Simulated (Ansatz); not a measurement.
Here is the system:

SiO₂ (rutile)

```cif
data_O4Si2
_chemical_formula_sum 'Si2 O4'
_space_group_name_H-M_alt 'P42/mnm'
_space_group_IT_number 136
_space_group_name_Hall '-P 4n 2n'
_cell_length_a 4.23588
_cell_length_b 4.23588
_cell_length_c 2.68991
_cell_angle_alpha 90.000
_cell_angle_beta 90.000
_cell_angle_gamma 90.000
loop_
_atom_site_label
_atom_site_type_symbol
_atom_site_symmetry_multiplicity
_atom_site_Wyckoff_symbol
_atom_site_fract_x
_atom_site_fract_y
_atom_site_fract_z
_atom_site_occupancy
Si1 Si 2 a 0.00000 0.00000 0.00000 1
O1 O 4 g 0.19301 0.19301 0.50000 1
```

Equation-of-state scan: isotropic scaling of the cell above, V₀ being its volume. The atoms relax within the cell's symmetry.

These are PBE (plane waves to 420 eV, PAW, scalar-relativistic; Ansatz, a quantum-chemistry and plane-wave program) values and carry that method's errors. k mesh 8×8×12 (Γ-centred), Fermi-Dirac smearing 0.05 eV. E stands for the smeared free energy. Stress and pressure are positive under compression. With the shape held, the modulus is that of even scaling; a crystal free to change shape is softer. SiO2 was relaxed with its symmetry unable to fall. The PAW data are Ansatz's earlier set. The zero of ΔE is the relaxed starting cell.

The scan covers V/V₀ from 0.840 to 1.160 in 9 points.

What is ΔE at V/V₀ = 0.840?

244.6 meV/atom.

What pressure does the cell carry at V/V₀ = 0.840?

71.1 GPa.

(A scan under strain: stresses follow from slopes of the energy per volume, elastic moduli from its curvatures.)
